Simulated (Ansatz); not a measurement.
BeS:
```
CELL_PARAMETERS angstrom
      0.00000     2.31689     2.31689
      2.31689     0.00000     2.31689
      2.31689     2.31689     0.00000
ATOMIC_POSITIONS crystal
  S  0.00000 0.00000 0.00000
  Be 0.50000 0.50000 0.50000
```

Relaxed with r²SCAN.

**Question.** Map the electron localisation function on the plane through (0.000, 0.000, 0.000) spanned by u = [1, 0, 0] and v = [0, 1, -1] in lattice vectors, from plane-wave PAW r²SCAN (Ansatz code).

**Answer.** x is the fraction of u, y of v (the angle between them is 90°; rows are the nearest grid lines); atoms in the plane: S at (0.00, 0.00), Be at (0.50, 0.50).
```
y \ x   0.000  0.0625  0.188  0.250  0.375  0.438  0.562  0.625  0.750  0.812  0.938   1.00
------  -----  ------  -----  -----  -----  -----  -----  -----  -----  -----  -----  -----
1.00    0.000   0.003  0.743  0.842  0.584  0.250  0.250  0.584  0.842  0.743  0.003  0.000
0.938   0.005   0.056  0.787  0.853  0.587  0.259  0.259  0.587  0.853  0.787  0.056  0.005
0.875   0.295   0.446  0.856  0.868  0.596  0.288  0.288  0.596  0.868  0.856  0.446  0.295
0.750   0.842   0.853  0.868  0.842  0.586  0.319  0.319  0.586  0.842  0.868  0.853  0.842
0.688   0.790   0.793  0.793  0.769  0.475  0.193  0.193  0.475  0.769  0.793  0.793  0.790
0.625   0.584   0.587  0.602  0.586  0.201  0.036  0.036  0.201  0.586  0.602  0.587  0.584
0.562   0.248   0.258  0.321  0.318  0.037  0.002  0.002  0.037  0.318  0.321  0.258  0.248
0.438   0.248   0.258  0.321  0.318  0.037  0.002  0.002  0.037  0.318  0.321  0.258  0.248
0.375   0.584   0.587  0.602  0.586  0.201  0.036  0.036  0.201  0.586  0.602  0.587  0.584
0.312   0.790   0.793  0.793  0.769  0.475  0.193  0.193  0.475  0.769  0.793  0.793  0.790
0.250   0.842   0.853  0.868  0.842  0.586  0.319  0.319  0.586  0.842  0.868  0.853  0.842
0.125   0.295   0.446  0.856  0.868  0.596  0.288  0.288  0.596  0.868  0.856  0.446  0.295
0.0625  0.005   0.056  0.787  0.853  0.587  0.259  0.259  0.587  0.853  0.787  0.056  0.005
0.000   0.000   0.003  0.743  0.842  0.584  0.250  0.250  0.584  0.842  0.743  0.003  0.000
```

The density is the valence pseudo-density with augmentation charge, so density and ELF within about 1 Å of a nucleus are not all-electron values.

Space group Fm-3m (rock salt). The start of the workflow was typed in or built on a structure type; neither database checked (COD, Materials Project) lists it. COD files the formula under space group No. 216, so this cell is another polymorph or a model. Whether it is the stable phase at ambient conditions was not checked. Symmetry was held in the r²SCAN relaxation; its stability against distortions is not shown here.

Potentials: the earlier of the program's two PAW sets.
